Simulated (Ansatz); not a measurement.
The relaxed structure here is a generated cell of SiC: the first start was made by placing the elements on the sites of a structure type, and the end was not matched to a known phase here, so it may be hypothetical. Known forms of SiC include space group No. 186, 216.

One stationary structure of SiC. Space group P6₂22 (No. 180). Calculation: PBEsol (plane waves to 420 eV, PAW, scalar-relativistic; Ansatz, an electronic-structure program).

Space group P6₂22 (No. 180); a = b = 3.066 Å, c = 7.031 Å, α = β = 90.00°, γ = 120.00°

```json
[
 {"atom": "Si", "site": "3d", "symmetry": "222", "x": "0.5000", "y": "0.0000", "z": "0.5000"},
 {"atom": "C", "site": "3c", "symmetry": "222", "x": "0.5000", "y": "0.0000", "z": "0.0000"}
]
```

Question: Give the band gap at the level PBEsol.

Answer: 0.77 eV, indirect (valence top at Γ, conduction bottom at M) (no spin-orbit coupling).

Question: Predict the smallest direct gap from PBEsol.

Answer: 2.98 eV at M.

No spin polarisation in the result.

The run could not lose the symmetry of its start, so the end can be a saddle point.
